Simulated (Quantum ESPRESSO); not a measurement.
# TiRuAl4HfMo: finding a planted mistake in a log

Simulated, not a measurement. The program is pw.x of Quantum ESPRESSO 7.5 (plane-wave density functional theory). The cell is made up: eight metal atoms on a face-centred cubic lattice, with elements, volume, strain and displacements drawn at random and not relaxed, so it may be unstable or far from any real phase. PseudoDojo standard norm-conserving files set the functional (PBE unless stated); there is no spin polarisation or spin-orbit coupling, the Fermi-Dirac width of 0.25 eV means electrons at about 2900 K, and the masses in the input are unused placeholders. Heavy elements are run without spin-orbit coupling, which real alloys of them have. A spin test at this wide smearing found no moment, but such smearing suppresses magnetism that the real alloy may have.

Intended input:

```
&control calculation='scf', pseudo_dir='./dojo.nc.sr.pbe.v0_5.standard.upf', outdir='./o', disk_io='minimal', tprnfor=.true., tstress=.true. /
&system ibrav=0, nat=8, ntyp=5, nbnd=46, ecutwfc=84.00895049, nosym=.true., tot_charge=0,
 occupations='smearing', smearing='fd', degauss=0.0183746611
/
&electrons conv_thr=1.470e-08, electron_maxstep=70, mixing_beta=0.5 /
ATOMIC_SPECIES
Al 1.0 Al.upf
Hf 1.0 Hf.upf
Mo 1.0 Mo.upf
Ru 1.0 Ru.upf
Ti 1.0 Ti.upf
CELL_PARAMETERS angstrom
-4.0756 0.0 0.0
-2.0378 -4.0756 -2.0378
-2.0378 -4.0756 6.1133
ATOMIC_POSITIONS angstrom
Ti 0.0292 -0.0559 -0.0568
Ru -2.0164 -4.0646 2.0769
Al -2.0057 -2.0024 -0.0675
Al -4.0974 -6.126 2.0213
Al -4.1326 -4.0803 4.148
Al -4.0905 -4.1173 0.0243
Hf -4.0884 -2.0738 2.0326
Mo -6.118 -6.1324 4.0152
K_POINTS automatic
6 5 3 1 1 1
```

The log is shortened where brackets say so; the opening notice, blank lines, dates and the lines on written files are dropped, and the path of the files is cut. It prints rydbergs, bohrs and kilobars, and counts compression as positive stress. Its total energy is the free energy E - TS of the whole cell.

Log of the intended run:

```
     Program PWSCF v.7.5
     Parallel version (MPI & OpenMP), running on       4 processor cores
     Number of MPI processes:                 4
     Threads/MPI process:                     1
     [start-up lines left out]
     bravais-lattice index     =            0
     lattice parameter (alat)  =       7.7018  a.u.
     unit-cell volume          =     913.6838 (a.u.)^3
     number of atoms/cell      =            8
     number of atomic types    =            5
     number of electrons       =        66.00
     number of Kohn-Sham states=           46
     kinetic-energy cutoff     =      84.0090  Ry
     charge density cutoff     =     336.0358  Ry
     scf convergence threshold =      1.5E-08
     mixing beta               =       0.5000
     number of iterations used =            8  plain     mixing
     Exchange-correlation= PBE
                           (   1   4   3   4   0   0   0)
     [axes and pseudopotential details left out]
   Cartesian axes
     site n.     atom                  positions (alat units)
         1        Ti     tau(   1) = (   0.0071646  -0.0137158  -0.0139366  )
         2        Ru     tau(   2) = (  -0.4947492  -0.9973010   0.5095937  )
         3        Al     tau(   3) = (  -0.4921239  -0.4913142  -0.0165620  )
         4        Al     tau(   4) = (  -1.0053489  -1.5030916   0.4959515  )
         5        Al     tau(   5) = (  -1.0139857  -1.0011532   1.0177643  )
         6        Al     tau(   6) = (  -1.0036559  -1.0102316   0.0059623  )
         7        Hf     tau(   7) = (  -1.0031406  -0.5088331   0.4987241  )
         8        Mo     tau(   8) = (  -1.5011287  -1.5046619   0.9851801  )
     number of k points=    45  Fermi-Dirac smearing, width (Ry)=  0.0184
                       cart. coord. in units 2pi/alat
        k(    1) = (  -0.0833333  -0.0750002   0.0333337), wk =   0.0444444
        k(    2) = (  -0.0833333   0.0916685  -0.3000037), wk =   0.0444444
     [further k points left out]
     Dense  grid:    94957 G-vectors     FFT dimensions: (  45,  60,  90)
     Estimated max dynamical RAM per process >     256.32 MB
     Estimated total dynamical RAM >     955.71 MB
     Initial potential from superposition of free atoms
     starting charge      65.9846, renormalised to      66.0000
     Starting wfcs are   56 randomized atomic wfcs
     total cpu time spent up to now is        3.9 secs
     per-process dynamical memory:   188.1 Mb
     Self-consistent Calculation
     iteration #  1     ecut=    84.01 Ry     beta= 0.50
     Davidson diagonalization with overlap
     ethr =  1.00E-02,  avg # of iterations =  2.8
     total cpu time spent up to now is       11.3 secs
     total energy              =    -591.92377663 Ry
     estimated scf accuracy    <       1.83373905 Ry
     iteration #  2     ecut=    84.01 Ry     beta= 0.50
     Davidson diagonalization with overlap
     ethr =  2.78E-03,  avg # of iterations =  4.2
     total cpu time spent up to now is       19.7 secs
     total energy              =    -591.85495721 Ry
     estimated scf accuracy    <      17.26498235 Ry
     [iterations 3 to 13 left out]
     iteration # 14     ecut=    84.01 Ry     beta= 0.50
     Davidson diagonalization with overlap
     ethr =  5.71E-11,  avg # of iterations =  4.0
     total cpu time spent up to now is      128.8 secs
     total energy              =    -592.99267928 Ry
     estimated scf accuracy    <       0.00000004 Ry
     iteration # 15     ecut=    84.01 Ry     beta= 0.50
     Davidson diagonalization with overlap
     ethr =  5.71E-11,  avg # of iterations =  1.0
     total cpu time spent up to now is      136.0 secs
     End of self-consistent calculation
     [lines on levels left out]
!    total energy              =    -592.99267928 Ry
     estimated scf accuracy    <          6.5E-09 Ry
     smearing contrib. (-TS)   =      -0.09563483 Ry
     internal energy E=F+TS    =    -592.89704445 Ry
     The total energy is F=E-TS. E is the sum of the following terms:
     one-electron contribution =    -232.77844323 Ry
     hartree contribution      =     141.57200720 Ry
     xc contribution           =    -109.37753643 Ry
     ewald contribution        =    -392.31307199 Ry
     convergence has been achieved in  15 iterations
     Forces acting on atoms (cartesian axes, Ry/au):
     atom    1 type  5   force =    -0.01331374    0.03210470   -0.00035509
     atom    2 type  4   force =    -0.00533039   -0.00315490   -0.01124235
     atom    3 type  1   force =    -0.00838059   -0.02550489   -0.00654208
     atom    4 type  1   force =     0.00168344    0.01466204    0.02386125
     atom    5 type  1   force =     0.01359905   -0.01634289   -0.03082891
     atom    6 type  1   force =     0.00360694    0.01847522   -0.01104658
     atom    7 type  2   force =     0.00664816   -0.02176839    0.01828278
     atom    8 type  3   force =     0.00148712    0.00152911    0.01787098
     Total force =     0.077321     Total SCF correction =     0.000275
     Computing stress (Cartesian axis) and pressure
          total   stress  (Ry/bohr**3)                   (kbar)     P=      -57.25
  -0.00047977  -0.00000632  -0.00001321          -70.58       -0.93       -1.94
  -0.00000632  -0.00022209  -0.00010836           -0.93      -32.67      -15.94
  -0.00001321  -0.00010836  -0.00046575           -1.94      -15.94      -68.51
     init_run     :      3.70s CPU      3.84s WALL (       1 calls)
     electrons    :    131.64s CPU    132.05s WALL (       1 calls)
     forces       :      1.47s CPU      1.49s WALL (       1 calls)
     stress       :      4.70s CPU      4.70s WALL (       1 calls)
     [timing details left out]
     PWSCF        :   2m21.59s CPU   2m22.23s WALL
     JOB DONE.
```

A second run was made from an input with one planted mistake. Its log:

```
     Program PWSCF v.7.5
     Parallel version (MPI & OpenMP), running on       4 processor cores
     Number of MPI processes:                 4
     Threads/MPI process:                     1
     [start-up lines left out]
     bravais-lattice index     =            0
     lattice parameter (alat)  =       7.7018  a.u.
     unit-cell volume          =     913.6838 (a.u.)^3
     number of atoms/cell      =            8
     number of atomic types    =            5
     number of electrons       =        66.00
     number of Kohn-Sham states=           46
     kinetic-energy cutoff     =      84.0090  Ry
     charge density cutoff     =     336.0358  Ry
     scf convergence threshold =      1.5E-08
     mixing beta               =       0.5000
     number of iterations used =            8  plain     mixing
     Exchange-correlation= PBE
                           (   1   4   3   4   0   0   0)
     [axes and pseudopotential details left out]
   Cartesian axes
     site n.     atom                  positions (alat units)
         1        Ti     tau(   1) = (   0.0071646  -0.0137158  -0.0139366  )
         2        Ru     tau(   2) = (  -0.4947492  -0.9973010   0.5095937  )
         3        Al     tau(   3) = (  -0.4921239  -0.4913142  -0.0165620  )
         4        Al     tau(   4) = (  -1.0053489  -1.5030916   0.4959515  )
         5        Hf     tau(   5) = (  -1.0139857  -1.0011532   1.0177643  )
         6        Al     tau(   6) = (  -1.0036559  -1.0102316   0.0059623  )
         7        Al     tau(   7) = (  -1.0031406  -0.5088331   0.4987241  )
         8        Mo     tau(   8) = (  -1.5011287  -1.5046619   0.9851801  )
     number of k points=    45  Fermi-Dirac smearing, width (Ry)=  0.0184
                       cart. coord. in units 2pi/alat
        k(    1) = (  -0.0833333  -0.0750002   0.0333337), wk =   0.0444444
        k(    2) = (  -0.0833333   0.0916685  -0.3000037), wk =   0.0444444
     [further k points left out]
     Dense  grid:    94957 G-vectors     FFT dimensions: (  45,  60,  90)
     Estimated max dynamical RAM per process >     256.32 MB
     Estimated total dynamical RAM >     955.71 MB
     Initial potential from superposition of free atoms
     starting charge      65.9846, renormalised to      66.0000
     Starting wfcs are   56 randomized atomic wfcs
     total cpu time spent up to now is        3.9 secs
     per-process dynamical memory:   186.7 Mb
     Self-consistent Calculation
     iteration #  1     ecut=    84.01 Ry     beta= 0.50
     Davidson diagonalization with overlap
     ethr =  1.00E-02,  avg # of iterations =  2.9
     total cpu time spent up to now is       11.8 secs
     total energy              =    -591.63827496 Ry
     estimated scf accuracy    <       2.20154379 Ry
     iteration #  2     ecut=    84.01 Ry     beta= 0.50
     Davidson diagonalization with overlap
     ethr =  3.34E-03,  avg # of iterations =  3.9
     total cpu time spent up to now is       20.4 secs
     total energy              =    -591.85880546 Ry
     estimated scf accuracy    <      18.32135178 Ry
     [iterations 3 to 14 left out]
     iteration # 15     ecut=    84.01 Ry     beta= 0.50
     Davidson diagonalization with overlap
     ethr =  1.69E-10,  avg # of iterations =  3.0
     total cpu time spent up to now is      118.8 secs
     total energy              =    -592.95867350 Ry
     estimated scf accuracy    <       0.00000002 Ry
     iteration # 16     ecut=    84.01 Ry     beta= 0.50
     Davidson diagonalization with overlap
     ethr =  3.14E-11,  avg # of iterations =  3.0
     total cpu time spent up to now is      130.3 secs
     End of self-consistent calculation
     [lines on levels left out]
!    total energy              =    -592.95867350 Ry
     estimated scf accuracy    <          1.0E-09 Ry
     smearing contrib. (-TS)   =      -0.09425835 Ry
     internal energy E=F+TS    =    -592.86441514 Ry
     The total energy is F=E-TS. E is the sum of the following terms:
     one-electron contribution =    -281.44182550 Ry
     hartree contribution      =     166.15296858 Ry
     xc contribution           =    -109.44865551 Ry
     ewald contribution        =    -368.12690272 Ry
     convergence has been achieved in  16 iterations
     Forces acting on atoms (cartesian axes, Ry/au):
     atom    1 type  5   force =    -0.01691348    0.02632743    0.07003935
     atom    2 type  4   force =    -0.00445464   -0.00143949   -0.03530888
     atom    3 type  1   force =    -0.00504598   -0.04331929    0.02520252
     atom    4 type  1   force =    -0.00070316    0.01906957   -0.00391481
     atom    5 type  2   force =     0.02380594   -0.00592842   -0.08333181
     atom    6 type  1   force =     0.00342520    0.02137505    0.00054015
     atom    7 type  1   force =     0.00216862   -0.00151988   -0.00334261
     atom    8 type  3   force =    -0.00228251   -0.01456498    0.03011608
     Total force =     0.138663     Total SCF correction =     0.000068
     Computing stress (Cartesian axis) and pressure
          total   stress  (Ry/bohr**3)                   (kbar)     P=      -39.39
  -0.00043036  -0.00000890  -0.00002509          -63.31       -1.31       -3.69
  -0.00000890  -0.00021598  -0.00012097           -1.31      -31.77      -17.79
  -0.00002509  -0.00012097  -0.00015692           -3.69      -17.79      -23.08
     init_run     :      3.65s CPU      3.82s WALL (       1 calls)
     electrons    :    126.06s CPU    126.47s WALL (       1 calls)
     forces       :      1.48s CPU      1.48s WALL (       1 calls)
     stress       :      5.80s CPU      5.80s WALL (       1 calls)
     [timing details left out]
     PWSCF        :   2m17.11s CPU   2m17.71s WALL
     JOB DONE.
```

Question: the log repeats what the program read. Compare it with the intended run: what was wrong in the second input?

Answer: two atoms have their elements exchanged. The input lines that differ:

```
- Al -4.1326 -4.0803 4.148
+ Hf -4.1326 -4.0803 4.148
- Hf -4.0884 -2.0738 2.0326
+ Al -4.0884 -2.0738 2.0326
```

```
                                            intended run  run with the mistake
                          free energy (eV)     -8068.076             -8067.614
         entropy term -TS, part of it (eV)        -1.301                -1.282
                            pressure (GPa)         -5.73                 -3.94
size of the largest force component (eV/Å)         0.825                 2.143
largest change of a force component (eV/Å)                               1.810
                                iterations            15                    16
```

For scale, a rerun of the intended cell at a higher cutoff and on a denser mesh moved values by no more than 0.003 eV in energy, 0.02 GPa in stress and 0.004 eV/Å in force, and a second program with other atomic files agreed on that cell to 2 % rms in force and 0.5 GPa in pressure.